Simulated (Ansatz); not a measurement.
KCaF3:
```
CELL_PARAMETERS angstrom
      4.41596     0.00000     0.00000
      0.00000     4.41596     0.00000
      0.00000     0.00000     4.41596
ATOMIC_POSITIONS crystal
  K  0.50000 0.50000 0.50000
  Ca 0.00000 0.00000 0.00000
  F  0.00000 0.50000 0.00000
  F  0.50000 0.00000 0.00000
  F  0.00000 0.00000 0.50000
```

Relaxed with r²SCAN.

Problem. Give the Bader charges and basin volumes of the independent atoms, r²SCAN in the plane-wave PAW code Ansatz.

Solution. 

```tsv
atom	Bader charge (e)	Bader volume (Å³)
K1	+0.91	21.8
Ca2	+1.65	11.1
F3	-0.85	17.8
```

Space group Pm-3m (cubic perovskite). The first step of the workflow began from a Materials Project structure, measured or hypothetical; the Crystallography Open Database copy checked does not list it. Its standing as an ambient phase is unchecked. Symmetry was held in the r²SCAN relaxation; phonons show weakly imaginary modes.

Potentials: the later of the program's two PAW sets.
